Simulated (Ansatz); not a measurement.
La4Sb3:
```xyz
14
Lattice="-4.8614 4.8614 4.8614 4.8614 -4.8614 4.8614 4.8614 4.8614 -4.8614" Properties=species:S:1:pos:R:3 pbc="T T T"
La     0.6848     0.6848     0.6848
La    -1.7459     1.7459     6.6073
La    -0.6848     4.1766     0.6848
La     6.6073    -1.7459     1.7459
La     0.6848    -0.6848     4.1766
La     3.1155     3.1155     3.1155
La     4.1766     0.6848    -0.6848
La     1.7459     6.6073    -1.7459
Sb     3.6460     0.0000     2.4307
Sb     2.4307     3.6460     0.0000
Sb     1.2153     0.0000     7.2921
Sb     7.2921     1.2153     0.0000
Sb     0.0000     2.4307     3.6460
Sb     0.0000     7.2921     1.2153
```

Relaxed with r²SCAN. Special points in fractions of this cell's reciprocal vectors: Γ (0.000, 0.000, 0.000); H (0.500, -0.500, 0.500); N (0.000, 0.000, 0.500); P (0.250, 0.250, 0.250).

Problem. List the band energies nearest the Fermi level at these points for DFT-r²SCAN in the program Ansatz with PAW potentials.

Solution. In eV from the Fermi level; about four levels below and three above (degenerate sets whole), none deeper than 8.9 eV; points with the same levels are listed once.

```tsv
k	below	above
Γ	-0.58 -0.58 -0.19 -0.19 -0.19	0.26 0.68 0.68
H	-0.16 -0.16 -0.16 -0.16 -0.16 -0.16	1.18 1.18 1.32 1.32 1.32 1.32 1.32 1.32
N	-1.75 -1.75 -0.26 -0.26	0.05 0.05 0.39 0.39
P	-2.21 -2.21 -2.21 -2.21 -1.80 -1.80	0.16 0.16 0.16 0.16
```

Space group I-43d. The workflow started from an entry of the Crystallography Open Database (COD). Its standing as an ambient phase is unchecked. The r²SCAN relaxation kept the symmetry of its start; whether a distortion lowers the energy is not shown. Scalar-relativistic: spin–orbit coupling is off unless named, which matters more the heavier the elements.

Potentials: the later of the program's two PAW sets.
